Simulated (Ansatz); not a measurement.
Here is the system:

Starting cell, HfN (rock salt):

```yaml
crystal:
  lattice:
    - [0.00000, 4.52548, 4.52548]
    - [2.26274, 0.00000, 2.26274]
    - [2.26274, 2.26274, 0.00000]
  atoms:
    - { symbol: N, position: [0.00000, 0.00000, 0.00000] }
    - { symbol: N, position: [0.50000, 0.00000, 0.00000] }
    - { symbol: Hf, position: [0.25000, 0.50000, 0.50000] }
    - { symbol: Hf, position: [0.75000, 0.50000, 0.50000] }
```

The atoms are displaced by Q × the pattern below (from a DFPT mode at L = (0.5, 0.0, 0.0), largest move 1; Q in Å), at fixed cell. (q is in reciprocal vectors of the primitive cell; the cell shown is doubled to hold the pattern.)

| atom | x | y | z |
|---|---|---|---|
| Hf3 | 0.577 | -0.577 | -0.577 |
| Hf4 | -0.577 | 0.577 | 0.577 |

Atoms not listed stay in place.

Method: r2SCAN (plane waves to 500 eV, PAW, scalar-relativistic; Ansatz, a program for electronic structure). k mesh 9×18×18 (Γ-centred), Fermi-Dirac smearing 0.05 eV. Energies are smeared free energies. With partly filled bands, energies and forces of such displacements shift with the k mesh and the smearing. HfN is run without spin polarisation. HfN was relaxed with its symmetry unable to fall. Spin-orbit coupling is left out, though Hf is heavy. ΔE is measured from the undisplaced structure.

The scan covers Q from -0.100 to 0.100 Å in 13 points.

**Question.** Which space group does the distorted structure have?

**Answer.** R-3m (No. 166), lowered from Fm-3m.

**Question.** Is this a single well or a double well?

**Answer.** A single well with its minimum at or next to zero displacement.

**Question.** What is the energy change at Q = 0.100 Å?

**Answer.** 151 meV/cell.

**Question.** What harmonic wavenumber does the curvature at Q = 0 give?

**Answer.** 138 cm⁻¹.

(For displaced atoms, the force is minus the slope of the energy, and its curvature is a force constant, which sets phonon frequencies.)
